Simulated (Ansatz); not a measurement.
CuSn (NiAs type, P6_3/mmc), r²SCAN in the plane-wave PAW code Ansatz, all energies at zero smearing, with the estimated change up to a 700 eV cutoff added, with one set of potentials and settings (totals compare only within such a set). Cell of 4 atoms (2 Cu, 2 Sn): -25339.708 eV.

| element | reference phase | E (eV/atom) |
|---|---|---|
| Cu | Fm-3m, 1 atoms in the cell | -6631.2396 |
| Sn | Fd-3m, 2 atoms in the cell | -6038.6401 |

Formation energy per atom, worked out: (-25339.708 − 2×(-6631.2396) − 2×(-6038.6401))/4 = 0.013 eV/atom (1 kJ per mol of atoms), at 0 K, without zero-point energy or fitted corrections.

The workflow started from a Materials Project entry (that database holds measured and hypothetical structures alike); the Crystallography Open Database files this formula in space group No. 194, but the cells were not matched. Whether it is the stable phase at ambient conditions was not checked. The cell was relaxed with r²SCAN under the symmetry of its start; whether a distortion lowers the energy is not shown. No spin polarisation was allowed. The references are the lowest solids computed at this level, not always the standard phases. Scalar-relativistic: spin–orbit coupling is off unless named, which matters more the heavier the elements.

Potentials: the later of the program's two PAW sets.
